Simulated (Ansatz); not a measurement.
## Computed scan of one atom of the cell: La2O3 (A-La2O3 type, space group P-3m1)

Relaxed La2O3 (A-La2O3 type, space group P-3m1):

```xyz
5
Lattice="3.9404 0.0000 0.0000 -1.9702 3.4125 0.0000 0.0000 0.0000 6.1883" Properties=species:S:1:pos:R:3 pbc="T T T"
La     0.0000     2.2750     1.5309
La     1.9702     1.1375     4.6574
O      0.0000     0.0000     0.0000
O      0.0000     2.2750     3.9933
O      1.9702     1.1375     2.1950
```

Scan: atom 1 (La, nearest neighbour O at 2.370 Å; its periodic images, 3.9 Å or more away, move with it) is displaced along Cartesian z, direction (0.000, 0.000, 1.000) in Cartesian axes, by s. The other atoms stay.

These are PBE (plane waves to 420 eV, PAW, scalar-relativistic; Ansatz, a quantum-chemistry and plane-wave program) values and carry that method's errors. k mesh 8×8×5 (Γ-centred), Fermi-Dirac smearing 0.05 eV. Energies are smeared free energies. Stress and pressure are positive under compression. Left out: 1 of 11 points, with atoms too close for the PAW data. F∥ is the force on the atom along that direction. La2O3 is run without spin polarisation. La2O3 was relaxed with its symmetry unable to fall. The PAW data are Ansatz's earlier set. The zero of ΔE is the undisplaced structure.

```json
[
 {"s (Å)": "-0.470", "ΔE (eV/cell)": "1.049", "P (GPa)": "-2.1", "F∥ (eV/Å)": "4.084"},
 {"s (Å)": "-0.376", "ΔE (eV/cell)": "0.696", "P (GPa)": "-2.3", "F∥ (eV/Å)": "3.426"},
 {"s (Å)": "-0.282", "ΔE (eV/cell)": "0.407", "P (GPa)": "-2.2", "F∥ (eV/Å)": "2.713"},
 {"s (Å)": "-0.188", "ΔE (eV/cell)": "0.188", "P (GPa)": "-1.8", "F∥ (eV/Å)": "1.920"},
 {"s (Å)": "-0.094", "ΔE (eV/cell)": "0.049", "P (GPa)": "-1.1", "F∥ (eV/Å)": "1.024"},
 {"s (Å)": "0.000", "ΔE (eV/cell)": "0.000", "P (GPa)": "0.0", "F∥ (eV/Å)": "-0.001"},
 {"s (Å)": "0.094", "ΔE (eV/cell)": "0.054", "P (GPa)": "1.6", "F∥ (eV/Å)": "-1.190"},
 {"s (Å)": "0.188", "ΔE (eV/cell)": "0.230", "P (GPa)": "3.6", "F∥ (eV/Å)": "-2.596"},
 {"s (Å)": "0.282", "ΔE (eV/cell)": "0.552", "P (GPa)": "6.3", "F∥ (eV/Å)": "-4.296"},
 {"s (Å)": "0.376", "ΔE (eV/cell)": "1.051", "P (GPa)": "9.7", "F∥ (eV/Å)": "-6.396"}
]
```

Key numbers:

| Property | Value |
|---|---|
| Energy at s = 0.376 Å | 1051 meV/cell |
| Force along the line at s = -0.470 Å | 4.08 eV/Å |
| Symmetry of the curve | not even: the positive side lies higher at ±0.376 Å |
| Shape of the curve | a single well with its minimum at or next to zero displacement |
| Force constant k = d²E/ds² at s = 0 (finite differences) | 11.7 eV/Å² |
| Harmonic estimate at the end of the scan | ½ks² = 827 meV/cell against the computed 1051 meV/cell, so the well is stiffer than harmonic there |

(For displaced atoms, the force is minus the slope of the energy, and its curvature is a force constant, which sets phonon frequencies.)
